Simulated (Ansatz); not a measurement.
Data:

Si₃N₄:
```cif
data_N8Si6
_chemical_formula_sum 'Si6 N8'
_space_group_name_H-M_alt 'P 1'
_space_group_IT_number 1
_cell_length_a 7.62452
_cell_length_b 7.62452
_cell_length_c 2.91042
_cell_angle_alpha 90.000
_cell_angle_beta 90.000
_cell_angle_gamma 120.000
loop_
_space_group_symop_operation_xyz
  'x, y, z'
loop_
_atom_site_label
_atom_site_type_symbol
_atom_site_fract_x
_atom_site_fract_y
_atom_site_fract_z
_atom_site_occupancy
Si1 Si 0.23245 0.82607 0.75000 1
Si2 Si 0.76755 0.17393 0.25000 1
Si3 Si 0.40638 0.23245 0.25000 1
Si4 Si 0.59362 0.76755 0.75000 1
Si5 Si 0.17393 0.40638 0.75000 1
Si6 Si 0.82607 0.59362 0.25000 1
N1 N 0.33333 0.66667 0.75000 1
N2 N 0.66667 0.33333 0.25000 1
N3 N 0.97039 0.67000 0.75000 1
N4 N 0.02961 0.33000 0.25000 1
N5 N 0.30039 0.97039 0.25000 1
N6 N 0.69961 0.02961 0.75000 1
N7 N 0.33000 0.30039 0.75000 1
N8 N 0.67000 0.69961 0.25000 1
```

This is the PBEsol-relaxed structure.

Q: All from the program Ansatz at the PBEsol level (PAW), unless another level is named. Give the hole effective mass.

A: 0.82, 0.82, 1.8 mₑ (principal values).

Q: What about the electron effective mass?

A: 0.22, 1.4, 1.4 mₑ (principal values).

Q: Give the valence-band maximum.

A: on the Γ–A line, 33 % of the way from Γ.

Space group P6_3/m. Symmetry was held in the PBEsol relaxation; phonons on a q-mesh show no instability.

Potentials: the earlier of the program's two PAW sets.

Edges and masses are those of Kohn–Sham bands, whose gap is no quasiparticle gap.
